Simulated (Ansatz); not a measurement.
ZnCu2SnS4:
```cif
data_Cu4S8Sn2Zn2
_chemical_formula_sum 'Zn2 Cu4 Sn2 S8'
_space_group_name_H-M_alt 'Pmn21'
_space_group_IT_number 31
_space_group_name_Hall 'P 2ac -2'
_cell_length_a 7.60702
_cell_length_b 6.61527
_cell_length_c 6.30423
_cell_angle_alpha 90.000
_cell_angle_beta 90.000
_cell_angle_gamma 90.000
loop_
_space_group_symop_operation_xyz
  'x, y, z'
  '-x+1/2, -y, z+1/2'
  '-x, y, z'
  'x+1/2, -y, z+1/2'
loop_
_atom_site_label
_atom_site_type_symbol
_atom_site_symmetry_multiplicity
_atom_site_Wyckoff_symbol
_atom_site_fract_x
_atom_site_fract_y
_atom_site_fract_z
_atom_site_occupancy
Zn1 Zn 2 a 0.00000 0.16605 0.00120 1
Cu1 Cu 4 b 0.25073 0.33166 0.49655 1
Sn1 Sn 2 a 0.50000 0.16394 0.00064 1
S1 S 4 b 0.24318 0.34461 0.13368 1
S2 S 2 a 0.00000 0.82899 0.11339 1
S3 S 2 a 0.00000 0.18227 0.62942 1
```

Relaxed with r²SCAN.

Q: Tabulate the valence density and the electron localisation function along the shortest Cu–S contact (2.29 Å), the program Ansatz at the r²SCAN level (PAW).

A: 

| distance from Cu (Å) | density (e/Å³) | ELF |
|---|---|---|
| 0.23 | 42.25 | 0.82 |
| 0.34 | 23.33 | 0.63 |
| 0.46 | 11.04 | 0.42 |
| 0.57 | 4.87 | 0.27 |
| 0.69 | 2.17 | 0.19 |
| 0.80 | 1.04 | 0.15 |
| 0.92 | 0.60 | 0.14 |
| 1.03 | 0.51 | 0.22 |
| 1.14 | 0.54 | 0.45 |
| 1.26 | 0.64 | 0.72 |
| 1.37 | 0.81 | 0.86 |
| 1.49 | 1.01 | 0.90 |
| 1.60 | 1.18 | 0.89 |
| 1.72 | 1.25 | 0.83 |
| 1.83 | 1.13 | 0.67 |
| 1.95 | 0.82 | 0.34 |
| 2.06 | 0.43 | 0.07 |

The density is the valence pseudo-density with augmentation charge, so density and ELF within about 1 Å of a nucleus are not all-electron values.

Space group Pmn2_1. The workflow started from a Materials Project entry (that database holds measured and hypothetical structures alike); the Crystallography Open Database copy checked does not list it. With Zn and Sn taken as one species the cell has the higher symmetry Pmc2_1, so it may be an ordered model of a mixed-site phase. It is not the phase usual at ambient conditions (space group No. 82). Symmetry was held in the r²SCAN relaxation; its stability against distortions is not shown here. No spin polarisation was allowed. Scalar-relativistic: spin–orbit coupling is off unless named, which matters more the heavier the elements.

Potentials: the later of the program's two PAW sets.
